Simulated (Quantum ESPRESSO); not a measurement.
# Planted mistakes on one cell of MgAl3N3O

These are calculations, not measurements. They come from pw.x of Quantum ESPRESSO 7.5, a plane-wave density functional program, with PseudoDojo standard norm-conserving files (v0.5 for PBE, v0.4.1 for LDA and PBEsol). The cells are made up: elements, strain and atom displacements were drawn at random, and nothing was relaxed. There is no spin polarisation, spin-orbit coupling or dispersion term.

The cell has 8 sites of a rocksalt lattice. Sites 1 to 4 hold Mg Al Al Al; sites 5 to 8 hold N O N N. Cell vectors in Å: (4.149, 0.000, 0.000); (0.000, 4.149, 0.000); (0.000, 0.000, 4.149). Settings: PBE, cutoff 1143 eV, 4 x 4 x 4 k mesh shifted by half a step, Fermi-Dirac smearing of 0.025 eV.

The intended run has a self-consistency threshold of 1e-07 eV, a smearing term of 0.000 eV, a pressure of 7.49 GPa and 12 iterations. Each further run changes one thing: all lengths scaled by 0.9879; atoms of sites 1 and 4 exchanged; k mesh 1 x 1 x 1; one electron removed; smearing 0.53 eV; threshold 0.3 eV. A coarse mesh keeps the shift, and a charged cell sits in a uniform background.

```
run  change of free energy (eV)  smearing term -TS (eV)  change of P (GPa)  largest change of a force component (eV/Å)  iterations
  A                      -0.490                   0.000              -1.19                                       2.727          11
  B                       4.477                   0.000              -1.11                                       1.886          13
  C                       0.022                   0.000              -0.07                                       0.246           4
  D                      -0.069                  -0.325               1.04                                       0.093          11
  E                     -10.217                  -0.015             -29.71                                       0.455          13
  F                       0.189                   0.000               8.86                                       0.550          11
```

A rerun of the intended cell at 1437 eV and k mesh 6 x 6 x 6 moved values by no more than 0.003 eV in the cell's energy, 0.02 GPa in stress and 0.010 eV/Å in force.

Question: which change belongs to which run?

## Worked reading

Run C has the fewest iterations, as a run stopped early does. Run D has the largest smearing term, as wide smearing gives. Run F changes the volume by a factor of 0.9641; minus its pressure change over the logarithm of that factor, 242 GPa, is a rough bulk modulus with clamped atoms. Energies from files of another functional, or of a charged cell, have another zero and say nothing on stability; the pressure of a charged cell rests on the program's zero of potential too.

## Key

```
run                            change
  A  atoms of sites 1 and 4 exchanged
  B                  k mesh 1 x 1 x 1
  C                  threshold 0.3 eV
  D                  smearing 0.53 eV
  E              one electron removed
  F      all lengths scaled by 0.9879
```